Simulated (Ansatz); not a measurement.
**Data sheet: BaZrS3 (DFT)**

BaZrS$_{3}$:
```
CELL_PARAMETERS angstrom
      7.02551     0.00000     0.00000
      0.00000     9.83529     0.00000
      0.00000     0.00000     6.85370
ATOMIC_POSITIONS crystal
  Ba 0.44317 0.25000 0.98704
  Ba 0.94317 0.25000 0.51296
  Ba 0.55683 0.75000 0.01296
  Ba 0.05683 0.75000 0.48704
  Zr 0.00000 0.00000 0.00000
  Zr 0.50000 0.50000 0.50000
  Zr 0.00000 0.50000 0.00000
  Zr 0.50000 0.00000 0.50000
  S  0.00528 0.25000 0.06656
  S  0.50528 0.25000 0.43344
  S  0.99472 0.75000 0.93344
  S  0.49472 0.75000 0.56656
  S  0.29371 0.53487 0.20545
  S  0.79371 0.96513 0.29455
  S  0.70629 0.03487 0.79455
  S  0.20629 0.46513 0.70545
  S  0.70629 0.46513 0.79455
  S  0.20629 0.03487 0.70545
  S  0.29371 0.96513 0.20545
  S  0.79371 0.53487 0.29455
```

Space group Pnma (No. 62); conventional cell a = 7.026 Å, b = 9.835 Å, c = 6.854 Å, α = β = γ = 90.00°.

Method: LDA (plane waves, PAW; program Ansatz). The cell and atoms are relaxed at this level. Other levels are named where they apply.

**Cell and energy**

| Quantity | Result |
|---|---|
| Volume per atom | 23.68 Å³ |
| Density | 4.55 g/cm³ |
| Formation energy from the elements (no fitted shifts) | -1.95 eV/atom |

**Electronic structure**

| Quantity | Result |
|---|---|
| Band gap | 0.85 eV (direct) |
| Valence-band maximum | at Γ |
| Conduction-band minimum | at Γ |
| Electron effective mass | 0.19, 0.32, 0.32 mₑ (principal values) |
| Hole effective mass, band 1 of 2 at the edge | 0.18 along x, 0.58 along y, 0.49 along z (mₑ) |
| Hole effective mass, band 2 of 2 at the edge | 0.55 along x, 0.21 along y, 0.39 along z (mₑ) |

**Mechanics**

| Item | Value |
|---|---|
| Bulk modulus (Birch–Murnaghan fit) | 80.4 GPa |
| Pressure derivative B′ | 3.7 |
| Elastic constants (relaxed ions, GPa) | C11 = 120, C22 = 153, C33 = 106, C12 = 47.9, C13 = 70.1, C23 = 60.0, C44 = 35.0, C55 = 49.2, C66 = 38.5 |
| Mechanical stability | stable (all eigenvalues of C positive) |
| Hill bulk and shear moduli | 81.4 and 36.1 GPa |
| Young's modulus | 94.4 GPa |
| Poisson's ratio | 0.31 |
| Debye temperature from the elastic constants | 326 K |

**Phonons**

| Item | Value |
|---|---|
| Highest zone-centre frequency (without LO–TO term) | 427 cm⁻¹ |
| Zone-centre stability | no imaginary mode at Γ |

The LDA relaxation kept the symmetry of its start. No spin polarisation was allowed. The references are the lowest solids computed at this level, not always the standard phases. Scalar-relativistic: spin–orbit coupling is off unless named, which matters more the heavier the elements.

Potentials: the later of the program's two PAW sets.
